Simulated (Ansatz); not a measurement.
CaTiO3 (cubic perovskite)

```
CaTiO3
1.0
    3.84096     0.00000     0.00000
    0.00000     3.84096     0.00000
    0.00000     0.00000     3.84096
Ca Ti O
1 1 3
Direct
  0.00000   0.00000   0.00000
  0.50000   0.50000   0.50000
  0.00000   0.50000   0.50000
  0.50000   0.50000   0.00000
  0.50000   0.00000   0.50000
```

The slice is a {100} plane (indices of the conventional cell) through the point (0.500, 0.500, 0.500) (fractional), spanned by u = [100] and v = [010] in vectors of this cell: u (3.84 Å) and v (3.84 Å, at 90° to u). It covers one period; positions are fractions (u, v).

Computed with PBEsol (plane waves to 420 eV, PAW, scalar-relativistic; Ansatz, a quantum-chemistry and plane-wave program). k mesh 9×9×9. These are valence fields of a PAW run, semicore shells included where kept as valence: close to a nucleus they are smooth pseudo fields. CaTiO3 is run without spin polarisation. CaTiO3 was relaxed with its symmetry unable to fall. This is a high-temperature form of CaTiO3.

Three fields on this plane, each scaled to ten steps between its own extremes (0 low, 9 high; the total valence density on a logarithmic scale, the potential cut 8 eV below its top; x marks points blanked near nuclei; v = 0 in the bottom row):

Map A
```
|xxxxx2xxxxxxxxx2xxxx|
|xxxx227xxxxxxx722xxx|
|xxx31169xxxxx96113xx|
|xx2101379xxx9731012x|
|22211013688863101122|
|xx76310124542101367x|
|xxx973100111001379xx|
|xxxx9620000000269xxx|
|xxxxx84100000148xxxx|
|xxxxx85100000158xxxx|
|xxxxx84100000148xxxx|
|xxxx9620000000269xxx|
|xxx973100111001379xx|
|xx76310124542101367x|
|22211013688863101122|
|xx2101379xxx9731012x|
|xxx31169xxxxx96113xx|
|xxxx227xxxxxxx722xxx|
|xxxxx2xxxxxxxxx2xxxx|
|xxxxx2xxxxxxxxx2xxxx|
```

Map B
```
|xxxxx0xxxxxxxxx0xxxx|
|xxxx002xxxxxxx200xxx|
|xxx00145xxxxx54100xx|
|xx0004677xxx7764000x|
|00014689988899864100|
|xx24689999999998642x|
|xxx579999999999975xx|
|xxxx7999999999997xxx|
|xxxxx89998989998xxxx|
|xxxxx89999999998xxxx|
|xxxxx89998989998xxxx|
|xxxx7999999999997xxx|
|xxx579999999999975xx|
|xx24689999999998642x|
|00014689988899864100|
|xx0004677xxx7764000x|
|xxx00145xxxxx54100xx|
|xxxx002xxxxxxx200xxx|
|xxxxx0xxxxxxxxx0xxxx|
|xxxxx0xxxxxxxxx0xxxx|
```

Map C
```
|xxxxx9xxxxxxxxx9xxxx|
|xxxx989xxxxxxx989xxx|
|xxx97779xxxxx97779xx|
|xx9765678xxx8765679x|
|99875555667665555789|
|xx97654444444445679x|
|xxx975432222234579xx|
|xxxx8642111112468xxx|
|xxxxx64210001246xxxx|
|xxxxx74210001247xxxx|
|xxxxx64210001246xxxx|
|xxxx8642111112468xxx|
|xxx975432222234579xx|
|xx97654444444445679x|
|99875555667665555789|
|xx9765678xxx8765679x|
|xxx97779xxxxx97779xx|
|xxxx989xxxxxxx989xxx|
|xxxxx9xxxxxxxxx9xxxx|
|xxxxx9xxxxxxxxx9xxxx|
```

### Question
Assign the maps to these fields: electron localisation function (ELF); valence electron density; electrostatic potential energy of an electron, from the cell's mean.

### Answer
A is the electron localisation function (ELF); B is the electrostatic potential energy of an electron, from the cell's mean; C is the valence electron density.
